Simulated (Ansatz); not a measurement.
GaCl$_{3}$:
```yaml
crystal:
  lattice:
    - [-6.52593, 0.00000, 0.00000]
    - [-3.26178, -1.96469, -5.55253]
    - [-3.26255, -5.80244, 0.00000]
  atoms:
    - { symbol: Ga, position: [0.33714, 0.09188, 0.23361] }
    - { symbol: Ga, position: [0.66286, 0.90812, 0.76639] }
    - { symbol: Cl, position: [0.74662, 0.99987, 0.00021] }
    - { symbol: Cl, position: [0.25338, 0.00013, 0.99979] }
    - { symbol: Cl, position: [0.70226, 0.17875, 0.41713] }
    - { symbol: Cl, position: [0.29774, 0.82125, 0.58287] }
    - { symbol: Cl, position: [0.82473, 0.54027, 0.81000] }
    - { symbol: Cl, position: [0.17527, 0.45973, 0.19000] }
```

Cartesian axes are those of the cell as given.

Q: Give the high-frequency dielectric tensor and the Born effective charge tensors of the independent atoms from DFPT, plane-wave PAW LDA (Ansatz code).

A: 
ε∞:
```
 2.95   0.00   0.00
 0.00   3.27  -0.01
 0.00  -0.01   3.09
```
Z* of atom 1 (Ga), rows: field, columns: displacement, in e:
```
 2.10   0.00   0.00
 0.00   2.97  -0.01
 0.00   0.21   2.40
```
Z* of atom 3 (Cl), rows: field, columns: displacement, in e:
```
-0.98   0.00   0.00
 0.00  -1.26  -0.28
 0.00  -0.32  -0.41
```
Z* of atom 5 (Cl), rows: field, columns: displacement, in e:
```
-0.70   0.00   0.00
 0.00  -1.14   0.44
 0.00   0.25  -0.71
```
Z* of atom 7 (Cl), rows: field, columns: displacement, in e:
```
-0.43   0.00   0.00
 0.00  -0.57  -0.15
 0.00  -0.14  -1.29
```

Static charges for comparison (Bader): Ga1 +1.47, Cl3 -0.48, Cl5 -0.51, Cl7 -0.48 e. Born charges measure polarisation by displacement and can exceed these by far.

Space group C2/m. The first step of the workflow began from a Materials Project structure, measured or hypothetical; the Crystallography Open Database files this formula in space group No. 12, but the cells were not matched. Whether it is the stable phase at ambient conditions was not checked. The cell was relaxed with LDA under the symmetry of its start; its stability against distortions is not shown here. A crystal of weakly bound molecules computed without a dispersion correction: the cell and the soft elastic constants depend strongly on that. Scalar-relativistic: spin–orbit coupling is off unless named, which matters more the heavier the elements.

Potentials: the later of the program's two PAW sets.
